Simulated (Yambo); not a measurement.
# Optical response of SiO2

```
CELL_PARAMETERS angstrom
      0.00000     4.71626     7.36278
      2.35958     0.00000     7.36278
      2.35958     4.71626     0.00000
ATOMIC_POSITIONS crystal
  O  0.62500 0.12500 0.62500
  O  0.12500 0.62500 0.62500
  O  0.62500 0.62500 0.12500
  O  0.62500 0.62500 0.62500
  O  0.18656 0.81344 0.18656
  O  0.81344 0.18656 0.81344
  O  0.06344 0.43656 0.06344
  O  0.43656 0.06344 0.43656
  Si 0.56323 0.56323 0.93677
  Si 0.93677 0.93677 0.56323
  Si 0.68677 0.68677 0.31323
  Si 0.31323 0.31323 0.68677
```

Yambo, RPA with local fields on LDA bands; 4×4×4 mesh, 128 bands, 3 Ry local-field block, 0.2 eV broadening; field along y.

```
E (eV)  Im ε  Re ε  Im ε, independent particles
------  ----  ----  ---------------------------
0.0     0.00  2.27                         0.00
0.6     0.00  2.28                         0.00
1.2     0.00  2.29                         0.01
1.9     0.01  2.30                         0.01
2.5     0.01  2.33                         0.01
3.1     0.01  2.36                         0.02
3.8     0.02  2.41                         0.02
4.4     0.02  2.47                         0.03
5.0     0.03  2.55                         0.04
5.6     0.04  2.66                         0.05
6.2     0.07  2.81                         0.08
6.9     0.14  3.05                         0.16
7.5     0.38  3.33                         0.43
8.1     0.81  3.82                         0.94
8.8     1.71  3.68                         1.97
9.4     2.08  2.89                         2.46
10.0    2.28  2.38                         2.90
10.6    1.98  1.90                         2.38
11.2    1.73  1.63                         2.21
11.9    1.56  1.87                         2.09
12.5    1.60  1.81                         2.03
13.1    1.83  1.67                         2.27
13.8    1.94  1.48                         2.37
14.4    1.94  1.26                         2.62
15.0    1.92  1.07                         2.49
15.6    1.62  0.84                         1.88
16.2    1.58  1.00                         1.96
16.9    1.64  0.69                         1.89
17.5    1.43  0.46                         1.72
18.1    1.18  0.43                         1.43
18.8    1.05  0.51                         1.16
19.4    0.87  0.51                         1.08
20.0    0.87  0.63                         1.04
```

Structure narrower than a few tenths of an eV can come from the finite k mesh. Convergence of the RPA response with its 4×4×4 mesh was not tested. No excitonic effects at this level.

Geometry of the Materials Project entry, not relaxed at this level.

This is not the ordinary phase of the substance; no match was found in the copy of COD used, and its stability was not checked.
